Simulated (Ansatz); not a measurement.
Al (bcc (W type), Im-3m) at seven volumes, r²SCAN in the plane-wave PAW code Ansatz, scaled uniformly. One row is withheld.

```tsv
V (Å³/atom)	P (GPa)
14.747	9.50
15.233	5.80
15.720	2.66
16.206	0.01
16.692	-2.24
17.178	?
17.664	-5.81
```

Question: Fit the shown pressures and predict the withheld one.

Answer: Third-order Birch–Murnaghan: P = (3/2)B₀(x^(7/2) − x^(5/2))[1 + (3/4)(B′ − 4)(x − 1)] with x = (V₀/V)^(2/3). Least squares on the six rows gives V₀ = 16.208 Å³/atom, B₀ = 81.56 GPa, B′ = 4.42. At V = 17.178, x = 0.9620 and P = -4.17 GPa. The run itself gave -4.16 GPa.

The workflow started from a Materials Project entry (that database holds measured and hypothetical structures alike); the Crystallography Open Database copy checked does not list it. It is not the phase usual at ambient conditions (space group No. 225). The r²SCAN relaxation kept the symmetry of its start. At this level the phase is mechanically unstable.

Potentials: the later of the program's two PAW sets.
